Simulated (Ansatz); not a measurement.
## SrTiO$_{3}$: pressure against volume, fitted

```
CELL_PARAMETERS angstrom
3.90500 0.00000 0.00000
0.00000 3.90500 0.00000
0.00000 0.00000 3.90500
ATOMIC_POSITIONS crystal
Sr 0.00000 0.00000 0.00000
Ti 0.50000 0.50000 0.50000
O 0.00000 0.50000 0.50000
O 0.50000 0.00000 0.50000
O 0.50000 0.50000 0.00000
```

Atoms are numbered in the order listed.

The conventional cell has a = 3.905 Å, b = 3.905 Å, c = 3.905 Å, α = 90.00°, β = 90.00°, γ = 90.00°. Sr (atom 1) has 12 O at 2.76 Å as nearest neighbours. Ti (atom 2) is surrounded by 6 O at 1.95 Å. Around O (atom 3) lie 2 Ti at 1.95 Å.

The cell is COD entry 7212245, as deposited and not checked against the literature; nothing was relaxed.

Method: DFT, PBEsol, all-electron LAPW, scalar-relativistic (Ansatz 0.2.0).

Settings: a Γ-centred 7×7×7 k mesh, Fermi–Dirac smearing of 0.05 eV, basis error target 1 meV/atom, no spin polarisation.

The cell is scaled evenly. Fractional coordinates are held (clamped ions).

```json
{"V (Å³/atom)": "11.433", "P (GPa)": "5.96"}
{"V (Å³/atom)": "11.671", "P (GPa)": "1.79"}
{"V (Å³/atom)": "11.790", "P (GPa)": "-0.14"}
{"V (Å³/atom)": "11.909", "P (GPa)": "-1.96"}
{"V (Å³/atom)": "12.029", "P (GPa)": "-3.68"}
{"V (Å³/atom)": "12.148", "P (GPa)": "-5.31"}
{"V (Å³/atom)": "12.386", "P (GPa)": "-8.32"}
{"V (Å³/atom)": "12.624", "P (GPa)": "-11.02"}
```

Fit a third-order Birch–Murnaghan curve to the pressures.

P = (3B0/2)(y^(7/2) − y^(5/2))[1 + (3/4)(B0′ − 4)(y − 1)] with y = (V0/V)^(2/3) fits within 0.01 GPa for V0 = 11.782 Å³/atom, B0 = 185.7 GPa and B0′ = 4.41.

Predict the pressure at the withheld volume, 11.195 Å³/atom.

There y = 1.0346, so the fit gives 10.62 GPa; the run gave 10.62 GPa.
